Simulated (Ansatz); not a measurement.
## MoW₅: relaxed-ion elastic tensor

Computed with Ansatz, DFT PBE, scalar-relativistic, plane waves, PAW. Cutoff 420 eV, 12×12×4 k-points (Γ-centred), Fermi-Dirac smearing of 0.15 eV. No spin polarisation.

The cell, relaxed at this level:
```
Mo W
1.0
     3.17980    0.00000    0.00000
     0.00000    3.17980    0.00000
     0.00000    0.00000    9.54153
Mo W
1 5
Direct
  0.50000 0.50000 0.50000
  0.00000 0.00000 0.66606
  0.50000 0.50000 0.83282
  0.00000 0.00000 0.00000
  0.50000 0.50000 0.16718
  0.00000 0.00000 0.33394
```

The structure comes from a generated guess, relaxed at this level; another structure or a mixture of phases may lie lower. In a metal, frequencies and elastic constants depend on the k mesh and the smearing, soft modes and shear constants most. Spin–orbit coupling is left out, which matters for heavy elements.

(1) Give the relaxed-ion elastic constants (GPa, Voigt order xx yy zz yz xz xy, on the Cartesian axes of the cell above).

(2) Is the crystal stable against homogeneous strain?

(3) And the moduli of a polycrystal (Hill averages)?

Answers

(1)
C11 = 504.1, C12 = 189.9, C13 = 189.9, C22 = 504.1, C23 = 189.9, C33 = 504.4, C44 = 133.2, C55 = 133.2, C66 = 133.3 GPa; the others vanish.

(2) Yes: the least eigenvalue of the tensor is 133.2 GPa.

(3) B = 295 GPa, G = 142 GPa, E = 368 GPa, ν = 0.29.
